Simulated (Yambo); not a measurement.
Yambo run on SnTe (rock salt, space group Fm-3m, No. 225). The wavefunctions come from this Quantum ESPRESSO step (PBE, PseudoDojo stringent norm-conserving files, scalar-relativistic):

```
&CONTROL
  calculation = 'nscf'
  pseudo_dir = './pseudo'
  outdir = './out'
/
&SYSTEM
  ibrav = 0
  nat = 2
  ntyp = 2
  ecutwfc = 106.6
  ecutrho = 426.4
  occupations = 'fixed'
  force_symmorphic = .true.
  nbnd = 291
/
&ELECTRONS
  conv_thr = 2e-09
  diago_full_acc = .true.
  diago_thr_init = 1e-08
/
ATOMIC_SPECIES
Sn 118.7100 Sn.upf
Te 127.6000 Te.upf
CELL_PARAMETERS angstrom
  0.000000000000   3.141720176000   3.141720176000
  3.141720176000   0.000000000000   3.141720176000
  3.141720176000   3.141720176000   0.000000000000
ATOMIC_POSITIONS crystal
Sn   0.000000000000   0.000000000000   0.000000000000
Te   0.500000000000   0.500000000000   0.500000000000
K_POINTS automatic
4 4 4 0 0 0
```

Yambo input:

```
rim_cut
gw0
dyson
el_el_corr
HF_and_locXC
ppa
em1d
RandQpts= 1000000
RandGvec= 1 Ry
EXXRLvcs= 106.6 Ry
VXCRLvcs= 426.4 Ry
Chimod= "HARTREE"
% BndsRnXp
 9 | 289 |
%
NGsBlkXp= 15 Ry
% LongDrXp
 1.0 | 1.0 | 1.0 |
%
PPAPntXp= 27.2114 eV
% GbndRnge
 1 | 289 |
%
GTermKind= "BG"
DysSolver= "n"
ExtendOut
% QPkrange
 1 | 1 | 23 | 24 |
 3 | 3 | 23 | 24 |
 7 | 7 | 23 | 24 |
 8 | 8 | 23 | 24 |
%
```

k points by index: 1 = Γ, 3 = L, 7 = X, 8 = W.

Resulting energies as the program prints them:

```
#    K-point    Band    Eo [eV]    E [eV]    E-Eo [eV]    Vxc [eV]    Vnlxc [eV]    Sc|Eo [eV]    Sc|E [eV]    dSc/dw|Eo [eV]    Re(Z)    Im(Z)
#
    1    23    -2.174416    -2.741456    -0.567040    -12.47376    -14.38568    1.177305    1.344878    -8.039876    0.771923    -0.001743
    1    24    3.363421    3.129364    -0.234057    -11.83502    -7.180918    -4.958553    -4.888156    -8.190298    0.768642    -0.001805
    3    23    0.000000    -0.337141    -0.337141    -10.72584    -9.876968    -1.275424    -1.186017    -7.216149    0.790393    -0.001540
    3    24    0.119181    -0.207277    -0.326457    -13.07564    -10.83226    -2.659482    -2.569833    -7.473923    0.784519    -0.001534
    7    23    -3.793336    -4.409244    -0.615908    -11.47799    -14.14905    1.862743    2.055147    -8.497571    0.762024    -0.002543
    7    24    2.140133    1.732856    -0.407277    -8.530967    -4.968365    -4.074301    -3.969879    -6.979055    0.795874    -0.001545
    8    23    -0.831154    -1.283281    -0.452127    -13.24318    -14.08843    0.266261    0.393126    -7.634279    0.780909    -0.001537
    8    24    0.840495    0.526446    -0.314049    -11.35486    -8.066932    -3.687633    -3.601974    -7.424627    0.785635    -0.001570
```
(The two width columns are left out.) Convergence of these settings isn't established.

Spin-orbit coupling is not included.

Geometry relaxed with PBEsol.
